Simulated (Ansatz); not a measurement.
## Eigenvalues along a path: Ir (diamond type)

```
Ir
1.0
     0.00000    2.73833    2.73833
     2.73833    0.00000    2.73833
     2.73833    2.73833    0.00000
Ir
2
Direct
  0.87500 0.87500 0.87500
  0.12500 0.12500 0.12500
```

The cell comes from a relaxation on PAW files under the same functional, begun from a prototype that needn't be the stable phase.

All numbers are LDA results (scalar-relativistic) from Ansatz 0.2.0, with a Γ-centred 13×13×13 k mesh, Fermi–Dirac smearing of 0.1 eV, no spin polarisation. Methods: LAPW: all electrons, basis error target 1 meV/atom.

Spin–orbit coupling is left out, which matters for the heavy atoms.

Path points, in fractions of the reciprocal vectors: Γ (0.000, 0.000, 0.000), X (0.500, 0.000, 0.500), U (0.625, 0.250, 0.625), K (0.375, 0.375, 0.750), L (0.500, 0.500, 0.500), W (0.500, 0.250, 0.750). The distance column jumps between branches of the path. Levels in eV from the Fermi level; bands 39 to 52, counted from the lowest band of the run. The gap is zero, the pressure 0.05 GPa.

```
# k(1/Å) point b39 b40 b41 b42 b43 b44 b45 b46 b47 b48 b49 b50 b51 b52
0.000 Γ -8.37 -5.37 -5.37 -4.90 -4.90 -4.90 -1.85 -1.85 -1.85 0.92 0.92 10.87 10.95 12.51
0.164 - -8.24 -5.58 -5.31 -4.91 -4.91 -4.67 -2.10 -1.79 -1.79 0.82 1.00 10.49 10.92 11.77
0.328 - -7.87 -5.87 -5.12 -4.92 -4.92 -4.29 -2.71 -1.62 -1.62 0.52 1.14 9.89 10.06 10.06
0.492 - -7.28 -6.12 -4.96 -4.96 -4.82 -3.91 -3.47 -1.31 -1.31 0.05 1.23 8.34 8.34 8.70
0.656 - -6.49 -6.27 -5.02 -5.02 -4.40 -4.23 -3.59 -0.85 -0.85 -0.54 1.28 6.59 6.74 6.74
0.819 - -6.31 -5.63 -5.07 -5.07 -4.86 -3.89 -3.39 -1.22 -0.26 -0.26 1.34 4.66 5.33 5.33
0.983 - -6.21 -5.57 -5.12 -5.12 -4.55 -3.43 -3.29 -1.92 0.34 0.34 1.53 3.11 4.23 4.23
1.147 X -5.96 -5.96 -5.14 -5.14 -3.82 -3.82 -2.62 -2.62 0.64 0.64 2.07 2.07 3.76 3.76
1.205 - -5.97 -5.95 -5.14 -5.12 -3.83 -3.80 -2.63 -2.62 0.65 0.65 2.05 2.07 3.68 3.79
1.263 - -6.02 -5.93 -5.16 -5.07 -3.85 -3.75 -2.67 -2.63 0.67 0.69 2.00 2.09 3.46 3.90
1.321 - -6.08 -5.89 -5.18 -5.02 -3.87 -3.65 -2.72 -2.64 0.69 0.74 1.91 2.10 3.15 4.07
1.379 - -6.14 -5.84 -5.22 -4.98 -3.92 -3.51 -2.78 -2.64 0.73 0.83 1.80 2.05 2.84 4.30
1.437 - -6.19 -5.78 -5.26 -4.97 -3.97 -3.34 -2.85 -2.65 0.78 0.93 1.66 1.84 2.68 4.59
1.495 - -6.23 -5.71 -5.32 -4.97 -4.04 -3.13 -2.93 -2.66 0.83 1.06 1.45 1.52 2.70 4.92
1.553 U -6.25 -5.63 -5.38 -5.00 -4.12 -3.01 -2.89 -2.66 0.88 1.00 1.11 1.47 2.82 5.29
2.255 K -6.25 -5.63 -5.38 -5.00 -4.12 -3.01 -2.89 -2.66 0.88 1.00 1.11 1.47 2.82 5.29
2.429 - -6.21 -5.57 -5.35 -5.23 -4.41 -3.24 -2.65 -2.16 -0.30 0.58 1.04 2.18 3.45 6.61
2.603 - -6.12 -5.75 -5.54 -5.08 -4.73 -3.46 -2.58 -1.94 -0.80 -0.11 1.15 3.39 4.45 8.10
2.777 - -6.54 -5.86 -5.43 -5.10 -4.79 -3.71 -2.45 -2.39 -0.74 -0.28 1.19 4.97 5.80 9.67
2.951 - -7.22 -5.86 -5.30 -5.14 -4.70 -4.00 -2.54 -2.27 -1.24 0.25 1.15 6.83 7.45 10.56
3.125 - -7.83 -5.74 -5.39 -4.96 -4.73 -4.34 -2.34 -2.07 -1.59 0.64 1.06 8.78 9.28 10.98
3.298 - -8.23 -5.53 -5.39 -4.91 -4.83 -4.69 -2.00 -1.91 -1.78 0.85 0.96 10.31 10.76 11.89
3.472 Γ -8.37 -5.37 -5.37 -4.90 -4.90 -4.90 -1.85 -1.85 -1.85 0.92 0.92 10.87 10.95 12.51
3.614 - -8.27 -5.44 -5.44 -4.91 -4.80 -4.80 -1.93 -1.86 -1.86 0.91 0.91 10.45 10.86 12.35
3.756 - -8.00 -5.55 -5.55 -4.95 -4.61 -4.61 -2.15 -1.88 -1.88 0.89 0.89 8.97 10.50 11.77
3.898 - -7.59 -5.60 -5.60 -4.99 -4.47 -4.47 -2.41 -1.84 -1.84 0.83 0.83 7.03 10.09 10.93
4.040 - -7.08 -5.57 -5.57 -5.05 -4.47 -4.47 -2.59 -1.69 -1.69 0.72 0.72 5.12 9.82 10.16
4.182 - -6.59 -5.47 -5.47 -5.12 -4.60 -4.60 -2.57 -1.43 -1.43 0.57 0.57 3.40 9.56 9.56
4.324 - -6.22 -5.31 -5.31 -5.22 -4.81 -4.81 -2.31 -1.15 -1.15 0.39 0.39 2.07 9.17 9.17
4.466 L -6.07 -5.28 -5.15 -5.15 -4.98 -4.98 -2.12 -1.03 -1.03 0.30 0.30 1.52 9.04 9.04
4.582 - -6.02 -5.47 -5.28 -5.13 -4.85 -4.79 -2.08 -1.12 -1.04 0.32 0.36 1.52 8.53 8.79
4.698 - -5.90 -5.72 -5.44 -5.11 -4.65 -4.50 -2.03 -1.37 -0.99 0.38 0.50 1.51 7.41 8.07
4.814 - -5.91 -5.80 -5.50 -5.08 -4.44 -4.22 -2.12 -1.71 -0.68 0.46 0.68 1.49 6.14 7.10
4.929 - -6.06 -5.87 -5.34 -5.04 -4.22 -3.95 -2.34 -2.09 -0.13 0.59 0.87 1.47 4.91 6.02
5.045 - -6.14 -5.98 -5.13 -4.99 -3.97 -3.68 -2.63 -2.46 0.55 0.80 1.06 1.44 3.82 4.92
5.161 - -6.16 -6.07 -4.99 -4.95 -3.67 -3.42 -2.95 -2.79 1.04 1.07 1.44 1.44 3.01 3.87
5.277 W -6.14 -6.14 -4.94 -4.94 -3.35 -3.35 -3.08 -3.08 1.17 1.17 1.63 1.63 3.02 3.02
5.359 - -6.13 -6.13 -4.95 -4.95 -3.41 -3.41 -3.02 -3.02 1.12 1.12 1.68 1.68 3.05 3.05
5.441 - -6.11 -6.11 -4.97 -4.97 -3.52 -3.52 -2.92 -2.92 1.01 1.01 1.78 1.78 3.14 3.14
5.523 - -6.08 -6.08 -5.00 -5.00 -3.62 -3.62 -2.82 -2.82 0.89 0.89 1.88 1.88 3.27 3.27
5.605 - -6.04 -6.04 -5.04 -5.04 -3.71 -3.71 -2.74 -2.74 0.79 0.79 1.96 1.96 3.44 3.44
5.687 - -6.00 -6.00 -5.09 -5.09 -3.77 -3.77 -2.67 -2.67 0.71 0.71 2.02 2.02 3.60 3.60
5.769 - -5.97 -5.97 -5.12 -5.12 -3.81 -3.81 -2.64 -2.64 0.66 0.66 2.05 2.05 3.71 3.71
5.851 X -5.96 -5.96 -5.14 -5.14 -3.82 -3.82 -2.62 -2.62 0.64 0.64 2.07 2.07 3.76 3.76
```
